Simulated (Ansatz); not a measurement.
Calculated with Ansatz: RbHfAgPd$_{3}$, relaxation

Launch command:

```bash
ansatz run input.yaml --threads 2 --pin off --max-ram 3584MiB --backend cpu --events-out ev --progress --plain --runs-dir out
```

input.yaml:

```yaml
crystal:
  lattice:
    - [7.91018, 0.0, 0.0]
    - [0.0, 3.707262, 0.0]
    - [-3.499572, 0.0, 8.893285]
  atoms:
    - { symbol: Pd, position: [0.09686, 0.75, 0.86516] }
    - { symbol: Pd, position: [0.90314, 0.25, 0.13484] }
    - { symbol: Rb, position: [0.74309, 0.25, 0.71155] }
    - { symbol: Rb, position: [0.25691, 0.75, 0.28845] }
    - { symbol: Pd, position: [0.45401, 0.25, 0.1274] }
    - { symbol: Pd, position: [0.54599, 0.75, 0.8726] }
    - { symbol: Hf, position: [0.69567, 0.75, 0.16492] }
    - { symbol: Hf, position: [0.30433, 0.25, 0.83508] }
    - { symbol: Pd, position: [0.73584, 0.75, 0.4349] }
    - { symbol: Pd, position: [0.26416, 0.25, 0.5651] }
    - { symbol: Ag, position: [0.07244, 0.75, 0.60204] }
    - { symbol: Ag, position: [0.92756, 0.25, 0.39796] }
  symmetry: { tolerance: 0.0003 }
kpoints:
  mp_grid: { grid: [3, 5, 3], shift: [0, 0, 0] }
magnetization:
  spin_polarized: false
scf:
  occupations: { method: fermi_dirac }
  lower_state_search: "off"
hamiltonian:
  pseudopotentials: { kind: paw }
  xc: pbesol
  hubbard:
    projectors: all-electron-ortho-atomic
    sites: [{ species: Hf, l: d, u_eff: 6.26 }]
basis:
  ecutwfc: 420
  fft_grid_basis: typed
relax:
  max_steps: 40
  cell: { p_target: 20.0 }
  f_tol: 0.03
output:
  forces: true
  stress: true
  eigenvalues: true
  populations: true
  elf: true
  write_potential: true
  volumetric_format: npy
  dos:
    e_range: [-12, 8]
    de: 0.05
    projected: { site_lists: { Ag: [Ag], Hf: [Hf], Pd: [Pd], Rb: [Rb] } }
  bader: false
checkpoint:
  read: saved_state
```

Origin of the cell: a known structure type with other elements, at an estimated volume, so it need not be a known compound.

The smearing width isn't typed, so it takes its default of 0.1 eV.

The saved state is a converged single point of the same cell.

Steps («new basis» is an SCF on plane waves selected anew at the same cell):

```
step  ΔH (meV/atom)  max force component (eV/Å)  P (GPa)  volume (Å³)  SCF iterations   step was
   1            0.0                       2.850    13.03       260.80              10   accepted
   2         -252.2                       2.056    14.24       241.53              11   accepted
   3         -462.7                       1.469    16.17       223.81              11   accepted
   4         -589.4                       0.803    19.21       210.58              12   accepted
   5         -625.0                       0.907    23.58       201.80              12   accepted
   6         -652.1                       0.560    19.40       206.32              11   accepted
   7         -675.2                       0.808    20.54       205.15              12   accepted
   8         -693.0                       0.422    19.78       204.68              11   accepted
   9         -709.6                       0.337    19.47       203.01              12   accepted
  10         -707.5                       0.359    21.25       198.95              13   rejected
  11         -713.6                       0.134    19.56       202.15              20   accepted
  12         -714.7                       0.062    19.93       201.50              11   accepted
  13         -714.9                       0.024    20.11       201.23              10   accepted
  14         -714.9                       0.019    19.89       201.41               9   accepted
  15         -714.9                       0.003    20.00       201.32               8   accepted
  16         -714.6                       0.002    20.04       201.32              11  new basis
  17         -714.6                       0.003    20.00       201.35               9   accepted
  18         -714.6                       0.003    20.00       201.35               7  new basis
```

The starting structure.

Space group P2_1/m (No. 11); the run's cell has a = 7.910 Å, b = 3.707 Å, c = 9.557 Å, α = 90.00°, β = 111.48°, γ = 90.00°. Shortest distances: Ag–Pd 2.45 Å, Hf–Pd 2.48 Å, Ag–Ag 2.63 Å, Ag–Hf 2.96 Å, Pd–Rb 3.16 Å, Pd–Pd 3.35 Å.

After:

Space group P2_1/m (No. 11); the run's cell has a = 7.436 Å, b = 2.956 Å, c = 10.499 Å, α = 90.00°, β = 119.25°, γ = 90.00°. Shortest distances: Hf–Pd 2.57 Å, Pd–Rb 2.65 Å, Ag–Pd 2.68 Å, Ag–Ag 2.72 Å, Pd–Pd 2.73 Å, Ag–Hf 2.82 Å.

```xyz
12
Lattice="7.3956 0.0000 -0.7771 0.0000 2.9558 0.0000 -4.1456 0.0000 9.6462" Properties=species:S:1:pos:R:3 pbc="T T T"
Pd   -3.4368    2.2169    8.7429
Pd    6.6868    0.7390    0.1262
Rb    2.5324    0.7390    5.6648
Rb    0.7176    2.2169    3.2043
Pd    2.2059    0.7390    0.9371
Pd    1.0441    2.2169    7.9321
Hf    4.5530    2.2169    0.7756
Hf   -1.3029    0.7390    8.0936
Pd    3.3595    2.2169    3.0465
Pd   -0.1094    0.7390    5.8227
Ag   -2.3471    2.2169    5.9321
Ag    5.5971    0.7390    2.9371
```

* Enthalpy lowered by: 714.6 meV/atom
* Volume change: -22.80 %
* Final pressure: 20.00 GPa
* Relaxation steps listed: 18
* Gap on the mesh: none (metal)

Caveats: no moments, though an odd count or open d shells may carry them; no spin-orbit coupling, though heavy elements are present; the k mesh is coarse if the cell is a metal; the relaxation held the start's symmetry, so the end may be a saddle point.

Time: 12 min on 2 threads of AMD EPYC 7R43 64-Core Processor (Zen 3) (shared host), peak memory 1.2 GiB, from a saved density.
